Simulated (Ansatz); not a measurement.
Relaxed C (graphite type, space group P6_3/mmc):

```yaml
crystal:
  lattice:
    - [2.46498, 0.00000, 0.00000]
    - [-1.23249, 2.13473, 0.00000]
    - [0.00000, 0.00000, 6.72886]
  atoms:
    - { symbol: C, position: [0.00000, 0.00000, 0.25000] }
    - { symbol: C, position: [0.00000, 0.00000, 0.75000] }
    - { symbol: C, position: [0.33333, 0.66667, 0.25000] }
    - { symbol: C, position: [0.66667, 0.33333, 0.75000] }
```

In this cell atom 1 (C, nearest neighbour C at 1.423 Å; its periodic images, 2.5 Å or more away, move with it) is moved by s along Cartesian x, unit vector (1.000, 0.000, 0.000); all other atoms and the cell stay fixed.

All values below come from PBE-D3(BJ) (plane waves to 420 eV, PAW, scalar-relativistic; Ansatz, an electronic-structure program). k mesh 12×12×4 (Γ-centred), Fermi-Dirac smearing 0.05 eV. Energies are smeared free energies. With partly filled bands, energies and forces of such displacements shift with the k mesh and the smearing. C was relaxed with its symmetry unable to fall. The PAW data are Ansatz's earlier set. ΔE is measured from the undisplaced structure. The last digit holds for this mesh only.

| s (Å) | ΔE (meV/cell) |
|---|---|
| -0.280 | 2049.6 |
| -0.224 | 1332.3 |
| -0.168 | 759.6 |
| -0.112 | 335.6 |
| -0.056 | 82.6 |
| 0.000 | 0.0 |
| 0.056 | 82.6 |
| 0.112 | 335.6 |
| 0.168 | 759.6 |
| 0.224 | 1332.3 |
| 0.280 | 2049.6 |

### Question
What force constant k = d²E/ds² at s = 0 does the table give?

### Answer
52 eV/Å². It is the second difference of the nearest points, corrected with the next pair.

### Question
With k = 53.09 eV/Å² from the forces, is the well harmonic out to s = 0.280 Å?

### Answer
½ks² = 2081 meV/cell against the computed 2050 meV/cell, so the well is close to harmonic there.

(A displaced cell: forces are minus the slopes of the energy, force constants its curvatures, and phonons follow from these.)
